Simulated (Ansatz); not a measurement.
Relaxed Mg (hcp, Mg type):

```
CELL_PARAMETERS angstrom
      3.18616     0.00000     0.00000
     -1.59308     2.75930     0.00000
      0.00000     0.00000    10.44698
ATOMIC_POSITIONS crystal
  Mg 0.33333 0.66667 0.37500
  Mg 0.33333 0.66667 0.87500
  Mg 0.66667 0.33333 0.12500
  Mg 0.66667 0.33333 0.62500
```

The atoms are displaced by Q × the pattern below (from a DFPT mode at A = (0.0, 0.0, 0.5), largest move 1; Q in Å), at fixed cell. It is one choice among 2 degenerate patterns. (q is in reciprocal vectors of the primitive cell; the cell shown is doubled to hold the pattern.)

| atom | x | y | z |
|---|---|---|---|
| Mg1 | 0.000 | 0.000 | 1.000 |
| Mg2 | 0.000 | 0.000 | -1.000 |

Atoms not listed stay in place.

Calculation: PBE (plane waves to 420 eV, PAW, scalar-relativistic; Ansatz, a quantum-chemistry and plane-wave program). k mesh 17×17×5 (Γ-centred), Fermi-Dirac smearing 0.05 eV. Energies are smeared free energies. With partly filled bands, energies and forces of such displacements shift with the k mesh and the smearing. Mg was relaxed with its symmetry unable to fall. The PAW data are Ansatz's earlier set. ΔE is measured from the undisplaced structure.

Problem. What ΔE (meV/cell) and −dE/dQ from forces (eV/Å) does the calculation give at Q (Å) = -0.120, -0.030, 0.030, 0.060, 0.090?

Solution. 
```csv
Q (Å),ΔE (meV/cell),−dE/dQ from forces (eV/Å)
-0.120,41,0.687
-0.030,3,0.170
0.030,3,-0.170
0.060,10,-0.341
0.090,23,-0.513
```

(A displaced cell: forces are minus the slopes of the energy, force constants its curvatures, and phonons follow from these.)
